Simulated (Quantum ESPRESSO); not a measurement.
Al2ZnSiN4, convergence and cost over cutoff and k mesh

Simulated, not a measurement. The program is pw.x of Quantum ESPRESSO 7.5 (plane-wave density functional theory). The cell is made up: 8 atoms on a wurtzite lattice, with randomly drawn elements, strain and displacements, not relaxed. PseudoDojo standard norm-conserving files (v0.5 for PBE, v0.4.1 for LDA and PBEsol) set the functional; there is no spin polarisation, spin-orbit coupling or dispersion term, and the masses in the input are unused placeholders.

Input of the run in row 2:

```
&control calculation='scf', pseudo_dir='./dojo.nc.sr.pbe.v0_5.standard.upf', outdir='./o', disk_io='medium', tprnfor=.true., tstress=.true. /
&system ibrav=0, nat=8, ntyp=4, nbnd=31, ecutwfc=84.00895049, nosym=.true., tot_charge=0,
 occupations='smearing', smearing='fd', degauss=0.0018374661
/
&electrons conv_thr=7.350e-09, electron_maxstep=60, /
ATOMIC_SPECIES
Al 1.0 Al.upf
N 1.0 N.upf
Si 1.0 Si.upf
Zn 1.0 Zn.upf
CELL_PARAMETERS angstrom
3.2215 -0.0016 -0.0178
-0.0027 5.4463 -0.0428
-0.029 -0.0404 5.2385
ATOMIC_POSITIONS angstrom
Al -0.0235 0.025 0.0295
Zn 1.5934 2.7279 -0.0166
Al 1.5948 0.8473 2.6374
Si -0.0264 3.5632 2.5574
N -0.0126 0.0033 1.9602
N 1.603 2.7622 1.9
N 1.5602 0.8759 4.5268
N -0.0473 3.6006 4.5485
K_POINTS automatic
5 4 4 1 1 1
```

The same cell was run at these settings. Meshes are shifted by half a step, and differences are from the last row, which is itself not exact.

| cutoff (eV) | k mesh | k points solved | threshold (eV) | free energy less the last row's (eV) | pressure (GPa) | largest stress difference (GPa) | largest force difference (eV/Å) | iterations | wall time (s) | k-point pools | processor |
| --- | --- | --- | --- | --- | --- | --- | --- | --- | --- | --- | --- |
| 800 | 2 x 2 x 2 | 4 | 1e-04 | 0.873 | -36.91 | 28.62 | 0.242 | 8 | 16 | 1 | AMD EPYC, Zen 5 class |
| 1143 | 5 x 4 x 4 | 40 | 1e-07 | -0.004 | -12.37 | 0.05 | 0.005 | 13 | 248 | 1 | AMD EPYC, Zen 5 class |
| 1437 | 7 x 6 x 6 | 126 | 1e-07 | 0.000 | -12.38 | 0.00 | 0.000 | 13 | 1451 | 1 | AMD EPYC, Zen 5 class |

Each pool is one process. Wall times include start-up and a band step at six k points, which weighs most on the coarsest meshes. The runs were on shared virtual cores whose load varied, so times are rough.